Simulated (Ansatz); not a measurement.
NbRu (L1₀ or tetragonal B2, P4/mmm), plane-wave PAW LDA (Ansatz code), all energies at zero smearing, with the estimated change up to a 700 eV cutoff added, with one set of potentials and settings (totals compare only within such a set). Cell of 2 atoms (1 Nb, 1 Ru): -10201.220 eV.

| element | reference phase | E (eV/atom) |
|---|---|---|
| Nb | Im-3m, 1 atoms in the cell | -4442.5966 |
| Ru | P6_3/mmc, 2 atoms in the cell | -5758.2926 |

Formation energy per atom, worked out: (-10201.220 − 1×(-4442.5966) − 1×(-5758.2926))/2 = -0.165 eV/atom (-16 kJ per mol of atoms), at 0 K, without zero-point energy or fitted corrections.

The first step of the workflow began from a Materials Project structure, measured or hypothetical; the Crystallography Open Database files this formula in space group No. 123, but the cells were not matched. Whether it is the stable phase at ambient conditions was not checked. The cell was relaxed with LDA under the symmetry of its start; of distortions, only those at the zone centre were tested. The run is not spin-polarised. The references are the lowest solids computed at this level, not always the standard phases.

Potentials: the later of the program's two PAW sets.
